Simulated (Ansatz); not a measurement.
An element in the bcc structure gives these cold pressures by all-electron LAPW under LDA (Ansatz 0.2.0, scalar-relativistic, no spin polarisation).

```csv
V (Å³/atom),P (GPa)
14.94,0.00
13.44,40.9
11.95,117.0
10.46,261.0
8.96,543.0
7.47,1131
5.98,2487
```

Task: Which element is it?

Result: Pt. Its zero-pressure volume in this structure is near 14.9 Å³/atom; the volume and the steepness of P(V) together point to it, though neighbours can come close. Other candidates weren't computed, and some may come near.
